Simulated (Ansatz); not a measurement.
input.yaml (Ansatz)

```yaml
crystal:
  lattice:
    - [-1.7600399104, 1.7600399104, 1.7600399104]
    - [1.7600399104, -1.7600399104, 1.7600399104]
    - [1.7600399104, 1.7600399104, -1.7600399104]
  atoms:
    - { symbol: Se, position: [0.0, 0.0, 0.0] }
hamiltonian:
  xc: blyp
  pseudopotentials:
    kind: paw
    azcp:
      Se: "pseudopotentials/Se.paw.azcp"
basis:
  ecutwfc: 420
  fft_grid_basis: typed
kpoints:
  mp_grid: { grid: [13, 13, 13], shift: [0, 0, 0] }
magnetization:
  spin_polarized: false
scf:
  occupations: { method: fermi_dirac, width: 0.1 }
relax:
  max_steps: 60
  f_tol: 0.01
  cell: {}
```

Terminal output

```
Engine: ansatz 0.2.0, aarch64-unknown-linux-gnu
Pseudopotentials: kind: paw
Pseudopotential: Se, paw, valence charge 16, recommended cutoff 420 eV (normal) 
Functional definition: BLYP
  parameter beta = 0.0042
  parameter a = 0.04918
  parameter b = 0.132
  parameter c = 0.2533
  parameter d = 0.349
  exchange = b88_x(beta = beta)
  correlation = lyp_c(a = a, b = b, c = c, d = d)
Crystal: 1 atoms, lattice volume = 21.809 Å³
Basis set: ecut = 420 eV, 429 PW (Γ), exchange–correlation on 48×48×48 points (8 copies of the dense FFT grid, shifted against one another)
Bands: 12, of which v1, the nominal top of the filled ones, is band 8 counted from 1 (7 counted from 0)
Symmetry: 48 space group operations
Space group: Im-3m (ITA 229), of the structure as read, at distance tolerance 2.8e-5 Å
k-points: 84 of 2197
Non-local potential: Se, projectors of the file, l = 0: 2, l = 1: 2, l = 2: 3, l = 3: 1
PAW form: soft (Blöchl's): semilocal exchange-correlation on the pseudo side does not see the compensation charge
PAW frozen core: Se, regenerated for the run's functional, and the local potential with it (the file was generated under x = pbe(κ = 0.804, μ = 0.2195149727645171), c = pbe(β = 0.06672455060314922))
PAW one-centre angular grid: Se, 590 points (default); XC on 64 Gauss nodes
Initial density: superposition of atomic densities (neutral atoms: chi_scale 0, normalization atom), corrected by the library's trained network
Initial wavefunctions: pseudopotential atomic-orbital guess
Functional: x = b88, c = lyp
SCF iter   1: F=—  HF=-5479.420816 eV  |F-HF|=—  |Δ(HF+E_count)|=         —  Δρ=9.18e-3  dr2=1.84e-2  ethr=1.77e-3  ⟨swp⟩=5.0  Hψ=5981  notcnv=0
SCF iter   2: F=—  HF=-5479.416404 eV  |F-HF|=—  |Δ(HF+E_count)|=   4.41e-3  Δρ=5.28e-3  dr2=6.93e-3  ethr=1.15e-4  ⟨swp⟩=1.0  Hψ=1680  notcnv=0
SCF iter   3: F=—  HF=-5479.413948 eV  |F-HF|=—  |Δ(HF+E_count)|=   2.46e-3  Δρ=1.27e-3  dr2=4.46e-4  ethr=4.33e-5  ⟨swp⟩=2.8  Hψ=1875  notcnv=0
SCF iter   4: F=—  HF=-5479.413672 eV  |F-HF|=—  |Δ(HF+E_count)|=   2.76e-4  Δρ=6.89e-4  dr2=6.61e-5  ethr=2.79e-6  ⟨swp⟩=2.0  Hψ=1681  notcnv=0
SCF iter   5: F=—  HF=-5479.413679 eV  |F-HF|=—  |Δ(HF+E_count)|=   7.08e-6  Δρ=1.31e-4  dr2=3.49e-6  ethr=4.13e-7  ⟨swp⟩=2.2  Hψ=1607  notcnv=0
...
SCF 3 converged in 4 iterations: F = -5479.419528 eV  dr2 = 1.20e-8
relax step   3: F+E_penalty+E_count = -5479.41952831 eV  Δ(F+E_penalty+E_count) = -1.899e-4 eV  max|allowed force component| = 0.000e0 eV/Å  Δτ_max = 0.0000 Å  P = -0.027 GPa  Ω = 22.691 Å³  energy of the carried Pulay correction = -1.004e-4 eV  (4 SCF iters, dr2 threshold 1.00e-7 eV, accepted)
Initial wavefunctions: pseudopotential atomic-orbital guess (no wavefunctions were taken with the density)
iter 1 solved again at ethr=1.59e-7 eV; its pass at ethr=3.10e-3 eV (dr2=2.54e-5 eV) is discarded
SCF iter   1: F=—  HF=-5479.417663 eV  |F-HF|=—  |Δ(HF+E_count)|=         —  Δρ=6.81e-4  dr2=2.22e-6  ethr=1.59e-7  ⟨swp⟩=2.6  Hψ=8286  notcnv=0
SCF iter   2: F=—  HF=-5479.419118 eV  |F-HF|=—  |Δ(HF+E_count)|=   1.45e-3  Δρ=3.45e-4  dr2=5.84e-7  ethr=1.39e-8  ⟨swp⟩=2.0  Hψ=1205  notcnv=0
SCF iter   3: F=—  HF=-5479.419624 eV  |F-HF|=—  |Δ(HF+E_count)|=   5.06e-4  Δρ=1.50e-5  dr2=2.42e-9  ethr=3.65e-9  ⟨swp⟩=2.0  Hψ=1264  notcnv=0
SCF iter   4: F=—  HF=-5479.419625 eV  |F-HF|=—  |Δ(HF+E_count)|=   9.20e-7  Δρ=2.45e-6  dr2=1.06e-9  ethr=1.51e-11  ⟨swp⟩=2.0  Hψ=1691  notcnv=0
SCF iter   5: F=—  HF=-5479.419625 eV  |F-HF|=—  |Δ(HF+E_count)|=   4.85e-9  Δρ=6.52e-7  dr2=6.55e-11  ethr=6.63e-12  ⟨swp⟩=2.0  Hψ=1269  notcnv=0
SCF iter   6: F=-5479.419625 eV  HF=-5479.419625 eV  |F-HF|=4.55e-12  |Δ(HF+E_count)|=  1.95e-10  Δρ=1.55e-7  dr2=2.88e-12  ethr=1.00e-12  ⟨swp⟩=5.0  Hψ=3841  notcnv=0
SCF 4 converged in 6 iterations: F = -5479.419625 eV  dr2 = 2.88e-12
relax step   4: F+E_penalty+E_count = -5479.41962494 eV  Δ(F+E_penalty+E_count) = -9.663e-5 eV  max|allowed force component| = 0.000e0 eV/Å  Δτ_max = 0.0000 Å  P = -0.029 GPa  Ω = 22.691 Å³  stress off target by 2.89e-2 GPa  SCF on the basis re-selected at this cell (its energy is not comparable with the rows above)  (6 SCF iters)
basis re-selected at this cell: Δ(F+E_penalty+E_count) = -9.663e-5 eV, ΔP = -0.002 GPa vs the last step (what re-selecting the basis moved, of the pressure what is left beyond the Pulay correction that the steps carried, after the strain that the cell walked since its last selection, with what the two solves' SCF thresholds leave and, on support functions, any second-order correction that the steps lacked; it is no measure of the basis error at this ecutwfc). This SCF's stress stands 2.89e-2 GPa from its target on what of the cell is left free (relax.cell.stress_tol is 5.00e-2 GPa) and its largest allowed force component is 0.00e0 eV/Å (relax.f_tol is 1.00e-2 eV/Å): within both
SCF converged after 6 iterations
Free energy (F): -5479.419625 eV
Harris-Foulkes:  -5479.419625 eV  (|F-HF|=4.55e-12)
Internal energy: -5479.393261 eV  (E = F + TS)
E sigma→0 (E₀):  -5479.406443 eV
Entropy (-TS):   -0.026364 eV (-26.364 meV/atom)
Fermi energy:    9.683788 eV
--- Per-component energies (eV) ---
  E_band       = -363.376252
  E_kinetic    = 116.704753
  E_local      = -2177.968772  (includes V_loc(G=0)·N_el)
  E_nonlocal   = -597.271745
  E_hartree    = 1086.103631
  E_xc         = -101.735500
  E_vxc        = -94.246323  (∫ρ·V_xc dr)
  E_paw        = -1924.967884  (= ΣΔE_a)
  E_vpaw       = 217.199123  (= ΣTr[D̂ρ^β])
  E_aug_tail   = -0.000609  (compensation charges beyond the density's cutoff)
  E_ewald      = -1880.518490
  E_core_change = 0.261355  (= ΣΔE_core)
  E_smearing   = -0.026364  (= −TS)
  E_closure    = 0.000000  (closes the sum)
  Σ components = -5479.419625   (vs F -5479.419625, Δ=0.00e0)
--- Forces (eV/Å), atoms counted from 1 ---
  atom   1  Se     0.00000000     0.00000000    -0.00000000
  max |Σ_I F_I| component: 3.20e-31 eV/Å
--- Stress (GPa, compression-positive) ---
       -0.028860       0.000000       0.000000
        0.000000      -0.028860       0.000000
       -0.000000      -0.000000      -0.028860
  P = ⅓ Tr σ = -0.0289 GPa (-0.289 kbar)
--- Relaxed structure (3 steps of the walk, 3 accepted, 1 SCFs on fresh bases) ---
  F+E_penalty+E_count = -5479.41962494 eV   max|allowed force component| = 0.000e0 eV/Å   (the final SCF, on the basis selected at the relaxed cell)
  cell:  # Å, volume = 22.6909 Å³
    - [-1.7834629084377673, 1.7834629084377673, 1.7834629084377673]
    - [1.7834629084377673, -1.7834629084377673, 1.7834629084377673]
    - [1.7834629084377673, 1.7834629084377673, -1.7834629084377673]
  atoms:
    - { symbol: Se, position: [0.0, 0.0, 0.0] }
```

Command:

```sh
ansatz run input.yaml --threads 2 --pin off --max-ram 5120MiB --backend cpu --events-out ev --progress --plain --runs-dir out
```

On 2 threads of Arm Neoverse V2 (shared host) this took about 2.4 s of wall time and 4.5 s of CPU time.
